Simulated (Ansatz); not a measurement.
The relaxed structure here is a generated cell of TiAu: the first start was made by a random draw of sites in a space group, and the end was not matched to a known phase here, so it may be hypothetical.

One starting cell of TiAu (a randomly generated symmetric cell of TiAu (space group No. 225)) was relaxed twice with Ansatz (plane waves, PAW, scalar-relativistic): with PBEsol at 420 eV and with PBE at 420 eV. The PBEsol result:

```
TiAu
1.0
    0.00000     2.65253     2.65253
    2.65253     0.00000     2.65253
    2.65253     2.65253     0.00000
Au Ti
1 1
Cartesian
  2.65253   2.65253   2.65253
  0.00000   0.00000   0.00000
```

```csv
quantity,PBEsol,PBE
space group,Fm-3m,Fm-3m
volume (Å³/atom),18.66,?
a (Å),5.305,?
"gap (eV, no spin-orbit coupling)",0.00,?
```

Question: What does PBE give for the same quantities?

Answer: 
- volume (Å³/atom), PBE: 19.52
- a (Å), PBE: 5.385
- gap (eV, no spin-orbit coupling), PBE: 0.00

Both levels end in the same structure; PBE's volume is 4.6 % larger. Neither column is exact.

No spin polarisation in the result.

The run could not lose the symmetry of its start, so the end can be a saddle point.

All atoms sit on sites fixed by symmetry, so only the cell could relax.

Ansatz is an electronic-structure program.
